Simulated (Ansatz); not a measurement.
WSe₂:
```cif
data_Se4W2
_chemical_formula_sum 'W2 Se4'
_space_group_name_H-M_alt 'P63/mmc'
_space_group_IT_number 194
_space_group_name_Hall '-P 6c 2c'
_cell_length_a 3.25000
_cell_length_b 3.25000
_cell_length_c 12.81897
_cell_angle_alpha 90.000
_cell_angle_beta 90.000
_cell_angle_gamma 120.000
loop_
_atom_site_label
_atom_site_type_symbol
_atom_site_symmetry_multiplicity
_atom_site_Wyckoff_symbol
_atom_site_fract_x
_atom_site_fract_y
_atom_site_fract_z
_atom_site_occupancy
W1 W 2 c 0.33333 0.66667 0.25000 1
Se1 Se 4 f 0.66667 0.33333 0.11999 1
```

Relaxed with LDA.

Task: Decompose the optical modes at the zone centre into irreducible representations, and say which are infrared and Raman allowed.

Result: Point group 6/mmm: Γ_opt = A1g + A2u + 2B1g + B2u + E1g + E1u + 2E2g + E2u. Infrared: A2u, E1u. Raman: A1g, E1g, E2g.

Task: Assign frequencies (DFPT, LDA in the plane-wave PAW code Ansatz; without the LO–TO term).

Result: E2g 25, B1g 38, E2u 175, E1g 177, E2g 248, E1u 249, B2u 250, A1g 252, A2u 308, B1g 310 cm⁻¹.

Subscripts of B labels follow the axes of the standard setting.

Space group P6_3/mmc. The LDA relaxation kept the symmetry of its start; phonons on a q-mesh show no instability. No spin polarisation was allowed. A crystal of weakly bound layers computed without a dispersion correction: the cell and the soft elastic constants depend strongly on that. Spin–orbit coupling is left out wherever it is not named.

Potentials: the earlier of the program's two PAW sets.
